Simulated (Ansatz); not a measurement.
MoSe2 (2H-MoS2 type, space group P6_3/mmc)

```xyz
6
Lattice="3.2770 0.0000 0.0000 -1.6385 2.8380 0.0000 0.0000 0.0000 12.7310" Properties=species:S:1:pos:R:3 pbc="T T T"
Mo     0.0000     1.8920     3.1828
Mo     1.6385     0.9460     9.5483
Se     0.0000     1.8920     7.8744
Se     1.6385     0.9460     1.5088
Se     1.6385     0.9460     4.8567
Se     0.0000     1.8920    11.2222
```

E(V) scan at fixed shape, V₀ the volume above. The atoms relax within the cell's symmetry.

Level of theory: PBE-D3(BJ) (plane waves to 420 eV, PAW, scalar-relativistic; Ansatz, a quantum-chemistry and plane-wave program). k mesh 12×12×3 (Γ-centred), Fermi-Dirac smearing 0.05 eV. Compression counts positive. MoSe2 is run without spin polarisation. MoSe2 was relaxed with its symmetry unable to fall. The PAW data are Ansatz's earlier set.

At one point of the scan the stress tensor (GPa) is:

```
   -1.9      0.0      0.0
    0.0     -1.9      0.0
    0.0      0.0     -0.7
```

### Question
Which point is it?
A. V/V₀ = 1.050
B. V/V₀ = 1.075
C. V/V₀ = 1.025
D. V/V₀ = 1.100

### Answer
C, V/V₀ = 1.025

(A scan under strain: stresses follow from slopes of the energy per volume, elastic moduli from its curvatures.)
